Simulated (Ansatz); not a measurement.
MgSe (rock salt, Fm-3m), DFT-PBE in the program Ansatz with PAW potentials. The conduction-band minimum lies at X, with 3 equivalent valleys. Second derivatives d²E/dk² of the lowest band at one valley (eV·Å²), along Cartesian directions:

| direction | d²E/dk² |
|---|---|
| [100] | 15.88 |
| [010] | 32.31 |
| [001] | 32.31 |
| [110] | 24.09 |
| [101] | 24.09 |
| [011] | 32.27 |

Problem. Find the principal effective masses, the density-of-states mass and the conductivity mass.

Solution. Off-diagonal terms follow from H_xy = H[110] − (H_xx + H_yy)/2, and m*/mₑ = 7.620 eV·Å² over each eigenvalue: 0.24, 0.24, 0.48. One valley's DOS mass (m₁m₂m₃)^(1/3) = 0.30, conductivity mass 3/(Σ 1/mᵢ) = 0.28 mₑ.

Problem. What effective density of states Nc follows at 300 K for parabolic valleys?

Solution. Nc = 2.509e19 × 3 × (0.30)^(3/2) ≈ 1.2e19 cm⁻³.

The PBE relaxation kept the symmetry of its start. Scalar-relativistic: spin–orbit coupling is off unless named, which matters more the heavier the elements.

Potentials: the later of the program's two PAW sets.

Edges and masses are those of Kohn–Sham bands, whose gap is no quasiparticle gap.
